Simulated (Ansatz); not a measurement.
SiNi2 under strain — coordination and ⁶¹Ni quadrupole coupling

Cell: an entry of the Crystallography Open Database (COD), relaxed with PBE at fixed cell and then changed (z compressed by 2 %, ions relaxed).

```
Si Ni
1.0
     4.99000    0.00000    0.00000
     0.00000    3.72000    0.00000
     0.00000    0.00000    6.91880
Si Ni
4 8
Direct
  0.28774 0.25000 0.38785
  0.21226 0.75000 0.88785
  0.78774 0.25000 0.11215
  0.71226 0.75000 0.61215
  0.96104 0.25000 0.79423
  0.53896 0.75000 0.29423
  0.46104 0.25000 0.70577
  0.03896 0.75000 0.20577
  0.33003 0.25000 0.06137
  0.16997 0.75000 0.56137
  0.83003 0.25000 0.43863
  0.66997 0.75000 0.93863
```

Sites (sets of like atoms) are named by element and the number of their first atom in this list.

All values are calculated (Ansatz; DFT, PBE, plane waves and PAW, scalar-relativistic, collinear spin, 420 eV cutoff, Γ-centred 9×12×6 k-points, Fermi–Dirac smearing 0.05 eV), not measured. Start moments as typed (μB): 1.5 on each Ni, none on the rest.

Q(⁶¹Ni) = 162.0 mb.

Problem. Order the Ni environments from the weakest to the strongest quadrupole coupling.
A. Ni5: 5 Si at 2.33–2.57 Å, 8 Ni at 2.55–2.67 Å
B. Ni9: 5 Si at 2.27–2.73 Å, 8 Ni at 2.55–2.67 Å

Solution. B (3.54 MHz, η = 0.82), A (7.02 MHz, η = 0.85).

The run finds no gap above 0.1 eV (a metal, or nearly one), so the gradients can move by 10 % or more with the k-mesh. With these PAW files V_zz is typically within 2 to 3 % of all-electron values, but misses above 10 % occur on Ni. At this changed cell the PBE pressure is 7 GPa. The start moments die out, and the run ends without spin.
